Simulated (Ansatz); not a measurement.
Starting cell, TaAs (NbAs type, space group I4_1md):

```xyz
4
Lattice="-1.7315 1.7315 5.8665 1.7315 -1.7315 5.8665 1.7315 1.7315 -5.8665" Properties=species:S:1:pos:R:3 pbc="T T T"
Ta     0.0000     0.0000    11.7227
Ta     0.0000     1.7315     2.9229
As     0.0000     0.0000     4.8913
As     1.7315     0.0000     1.9580
```

In each cell atom 4 (As, nearest neighbour Ta at 2.622 Å; its periodic images, 3.5 Å or more away, move with it) moves by s·(0.707, 0.707, 0.000) (along Cartesian [110]), the rest being held.

Level of theory: PBE (plane waves to 420 eV, PAW, scalar-relativistic; Ansatz, a program for electronic structure). k mesh 15×15×15 (Γ-centred), Fermi-Dirac smearing 0.05 eV. The energy includes the smearing's −TS. With partly filled bands, energies and forces of such displacements shift with the k mesh and the smearing. At this level the bands of TaAs touch or barely overlap. Spin-orbit coupling is left out, though Ta is heavy. TaAs is run without spin polarisation. TaAs was relaxed with its symmetry unable to fall. ΔE is measured from the undisplaced structure. The last digit holds for this mesh only.

```csv
s (Å),ΔE (meV/cell)
-0.260,430.2
-0.208,269.0
-0.156,148.4
-0.104,65.0
-0.052,16.1
0.000,0.0
0.052,16.1
0.104,65.0
0.156,148.4
0.208,269.0
0.260,430.2
```

Problem. What force constant k = d²E/ds² at s = 0 does the table give?

Solution. 12 eV/Å². It is the second difference of the nearest points, corrected with the next pair.

Problem. With k = 11.86 eV/Å² from the forces, is the well harmonic out to s = 0.260 Å?

Solution. ½ks² = 401 meV/cell against the computed 430 meV/cell, so the well is stiffer than harmonic there.

(A displaced cell: forces are minus the slopes of the energy, force constants its curvatures, and phonons follow from these.)
